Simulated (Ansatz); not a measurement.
Starting cell, Pt (fcc, Cu type):

```
Pt
1.0
    0.00000     3.94026     3.94026
    1.97013     0.00000     1.97013
    1.97013     1.97013     0.00000
Pt
2
Direct
  0.00000   0.00000   0.00000
  0.50000   0.00000   0.00000
```

A phonon eigenvector at L = (0.5, 0.0, 0.0) is frozen into this cell: atom i moves by Q times the vector below, so Q is the largest atomic displacement, in Å. The cell is held. (q is in reciprocal vectors of the primitive cell; the cell shown is doubled to hold the pattern.)

| atom | x | y | z |
|---|---|---|---|
| Pt1 | -0.577 | 0.577 | 0.577 |
| Pt2 | 0.577 | -0.577 | -0.577 |

These are r2SCAN (plane waves to 500 eV, PAW, scalar-relativistic; Ansatz, a first-principles code) values and carry that method's errors. k mesh 10×20×20 (Γ-centred), Fermi-Dirac smearing 0.05 eV. Energies are smeared free energies. Compression counts positive. With partly filled bands, energies and forces of such displacements shift with the k mesh and the smearing. Pt is run without spin polarisation. Pt was relaxed with its symmetry unable to fall. Spin-orbit coupling is left out, though Pt is heavy. ΔE is measured from the undisplaced structure.

```tsv
Q (Å)	ΔE (meV/cell)	−dE/dQ from forces (eV/Å)	P (GPa)
-0.100	271	5.545	?
-0.083	187	4.555	4.6
-0.067	?	3.602	3.0
-0.050	67	2.677	1.7
-0.033	29	1.773	0.7
-0.017	7	0.883	0.2
0.000	0	0.000	0.0
0.017	7	-0.883	0.2
0.033	29	-1.773	0.7
0.050	67	-2.677	1.7
0.067	?	-3.602	3.0
0.083	187	-4.555	4.6
0.100	271	-5.545	?
```

Q: Complete the blanks.

A: 
- -0.100, P (GPa): 6.7
- -0.067, ΔE (meV/cell): 119
- 0.067, ΔE (meV/cell): 119
- 0.100, P (GPa): 6.7

(A displaced cell: forces are minus the slopes of the energy, force constants its curvatures, and phonons follow from these.)
